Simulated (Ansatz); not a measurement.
Input and command of a plane-wave DFT calculation in Ansatz:

```yaml
crystal:
  lattice:
    - [4.0353945312, 0.0, 0.0]
    - [-2.0176972656, 3.4947541783, 0.0]
    - [0.0, 0.0, 16.3199343036]
  atoms:
    - { symbol: Ge, position: [0.0, 0.0, 0.340490944] }
    - { symbol: Ge, position: [0.0, 0.0, 0.659509056] }
    - { symbol: Sb, position: [0.3333333333, 0.6666666667, 0.1194517276] }
    - { symbol: Sb, position: [0.6666666667, 0.3333333333, 0.8805482724] }
    - { symbol: Te, position: [0.0, 0.0, 0.0] }
    - { symbol: Te, position: [0.3333333333, 0.6666666667, 0.772782101] }
    - { symbol: Te, position: [0.6666666667, 0.3333333333, 0.227217899] }
    - { symbol: Te, position: [0.3333333333, 0.6666666667, 0.4271089242] }
    - { symbol: Te, position: [0.6666666667, 0.3333333333, 0.5728910758] }
basis:
  ecutwfc: 420
kpoints:
  mp_grid: { grid: [12, 12, 2] }
hamiltonian:
  xc: pbesol
scf:
  occupations: { method: gaussian, width: 0.1 }
output:
  forces: true
  stress: true
  eigenvalues: true
relax:
  adjacent_minimum: "off"
  f_tol: 0.01
  max_steps: 30
  cell: { stress_tol: 0.1, fix: [volume] }
```

```bash
ansatz run input.yaml --threads 2 --pin off --max-ram 5120MiB --backend cpu --events-out ev --progress --plain --runs-dir out
```

Processor: Arm Neoverse V2, 2 threads, on a host shared with other jobs.

Task: Estimate time, memory and problem size.

Result: About 2.2 min on 2 threads of Arm Neoverse V2 (shared host), peak memory 0.9 GiB. It solves 83 bands at 38 k points (the mesh reduced by symmetry) with about 4519 plane waves, in 52 SCF iterations over 7 ionic steps.
